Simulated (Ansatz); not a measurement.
MoS2 (2H-MoS2 type, space group P6_3/mmc)

```
CELL_PARAMETERS angstrom
      3.17300     0.00000     0.00000
     -1.58650     2.74790     0.00000
      0.00000     0.00000    12.43657
ATOMIC_POSITIONS crystal
  Mo 0.33333 0.66667 0.25000
  Mo 0.66667 0.33333 0.75000
  S  0.33333 0.66667 0.62491
  S  0.66667 0.33333 0.12491
  S  0.66667 0.33333 0.37509
  S  0.33333 0.66667 0.87509
```

The volume is varied about the relaxed value V₀ at fixed cell shape. The atoms relax within the cell's symmetry.

Calculation: r2SCAN+rVV10 (plane waves to 500 eV, PAW, scalar-relativistic; Ansatz, a quantum-chemistry and plane-wave program). k mesh 12×12×3 (Γ-centred), Fermi-Dirac smearing 0.05 eV. E stands for the smeared free energy. Stress and pressure are positive under compression. With the shape held, the modulus is that of even scaling; a crystal free to change shape is softer. MoS2 is run without spin polarisation. MoS2 was relaxed with its symmetry unable to fall. ΔE is measured from the relaxed starting cell.

| V (Å³/atom) | ΔE (meV/atom) |
|---|---|
| 16.988 | withheld |
| 17.259 | 9.3 |
| 17.530 | 4.0 |
| 17.801 | 1.0 |
| 18.073 | 0.0 |
| 18.344 | 0.9 |
| 18.615 | 3.6 |
| 18.886 | 8.0 |
| 19.157 | 13.8 |

Problem. Fit a third-order Birch-Murnaghan form (E₀, V₀, B₀, B₀′ free) to the given rows and predict ΔE at V = 16.988.

Solution. Least squares on the 8 given rows: ΔE = E₀ + (9V₀B₀/16)·y²·[2 + (B₀′ − 4)y], y = (V₀/V)^(2/3) − 1, with V₀ = 18.073 Å³/atom, B₀ = 75.23 GPa (160.2 GPa = 1 eV/Å³; the term in eV is multiplied by 1000), B₀′ = 4.12, E₀ = -0.01 meV/atom; root-mean-square residual 0.02 meV/atom. At 16.988 the fit gives 17.0 meV/atom; the calculation gives 16.9 meV/atom, so the extrapolation is off by 0.1 (+0.6 %). For the pressure the fit gives 5.29 GPa against the computed 5.31 GPa.

(Under strain, the slope of the energy per volume gives the stress and its curvature an elastic modulus.)
